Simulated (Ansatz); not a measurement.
## Calculated with Ansatz: BaTiO₃, relaxation

The command:

```bash
ansatz run input.yaml --threads 2 --pin off --max-ram 4096MiB --backend cpu --events-out ev --progress --plain --runs-dir out
```

The input file (Ansatz 0.2.0, plane waves):

```yaml
crystal:
  lattice:
    - [4.05843177, 0.0, 0.0]
    - [0.0, 8.11686354, 0.0]
    - [0.0, 0.0, 4.05843177]
  atoms:
    - { symbol: Ba, position: [0.0, 0.0, 0.0] }
    - { symbol: Ba, position: [0.0, 0.5, 0.0] }
    - { symbol: Ti, position: [0.5, 0.25, 0.5] }
    - { symbol: Ti, position: [0.5, 0.75, 0.5] }
    - { symbol: O, position: [0.5, 0.25, 0.0] }
    - { symbol: O, position: [0.5, 0.75, 0.0] }
    - { symbol: O, position: [0.0, 0.25, 0.5] }
    - { symbol: O, position: [0.0, 0.75, 0.5] }
    - { symbol: O, position: [0.5, 0.0, 0.5] }
    - { symbol: O, position: [0.5, 0.5, 0.5] }
kpoints:
  mp_grid: { grid: [6, 3, 6], shift: [0, 0, 0] }
magnetization:
  spin_polarized: true
scf:
  occupations: { method: fermi_dirac }
  lower_state_search: "off"
hamiltonian:
  pseudopotentials: { kind: paw }
  xc: pbe
  hubbard:
    projectors: all-electron-ortho-atomic
    sites: [{ species: Ti, l: d, u_eff: 1.81 }]
basis:
  ecutwfc: 420
  fft_grid_basis: typed
relax:
  max_steps: 40
  cell: { p_target: 5.0 }
output:
  forces: true
  stress: true
  eigenvalues: true
  bader: true
  populations: true
  elf: true
  write_potential: true
  volumetric_format: npy
  dos:
    e_range: [-12, 8]
    de: 0.05
    projected: { site_lists: { Ba: [Ba], O: [O], Ti: [Ti] } }
checkpoint:
  read: saved_state
```

Origin of the cell: a database entry, scaled a little.

The smearing width isn't typed, so it takes its default of 0.1 eV.

The saved state is a converged single point of the same cell.

Steps («new basis» is an SCF on plane waves selected anew at the same cell):

| step | ΔH (meV/atom) | max force component (eV/Å) | P (GPa) | volume (Å³) | SCF iterations | step was |
| --- | --- | --- | --- | --- | --- | --- |
| 1 | 0.0 | 0.000 | -3.99 | 133.69 | 7 | accepted |
| 2 | -22.3 | 0.000 | 7.19 | 125.29 | 7 | accepted |
| 3 | -22.7 | 0.000 | 4.82 | 126.85 | 5 | accepted |
| 4 | -22.8 | 0.000 | 5.00 | 126.73 | 4 | accepted |
| 5 | -21.0 | 0.000 | 4.74 | 126.73 | 6 | new basis |
| 6 | -21.1 | 0.000 | 5.00 | 126.55 | 4 | accepted |
| 7 | -21.1 | 0.000 | 5.00 | 126.55 | 5 | new basis |

The starting structure.

Space group Pm-3m (No. 221); the run's cell has a = 4.058 Å, b = 8.117 Å, c = 4.058 Å, α = 90.00°, β = 90.00°, γ = 90.00°. Shortest distances: O–Ti 2.03 Å, Ba–O 2.87 Å, O–O 2.87 Å, Ba–Ti 3.51 Å.

The relaxed structure.

Space group Pm-3m (No. 221); the run's cell has a = 3.985 Å, b = 7.970 Å, c = 3.985 Å, α = 90.00°, β = 90.00°, γ = 90.00°. Shortest distances: O–Ti 1.99 Å, O–O 2.82 Å, Ba–O 2.82 Å, Ba–Ti 3.45 Å.

```
CELL_PARAMETERS angstrom
3.98485 0.00000 0.00000
0.00000 7.96970 0.00000
0.00000 0.00000 3.98485
ATOMIC_POSITIONS crystal
Ba 0.00000 0.00000 0.00000
Ba 0.00000 0.50000 0.00000
Ti 0.50000 0.25000 0.50000
Ti 0.50000 0.75000 0.50000
O 0.50000 0.25000 0.00000
O 0.50000 0.75000 0.00000
O 0.00000 0.25000 0.50000
O 0.00000 0.75000 0.50000
O 0.50000 0.00000 0.50000
O 0.50000 0.50000 0.50000
```

* Enthalpy lowered by: 21.1 meV/atom
* Volume change: -5.34 %
* Final pressure: 5.00 GPa
* Relaxation steps listed: 7

Caveats: spin is on but no moment was typed; the relaxation held the start's symmetry, so the end may be a saddle point.

The run took 2.1 min on 2 threads of Arm Neoverse N1, with other jobs on the host, peak memory 0.66 GiB, from a saved density.
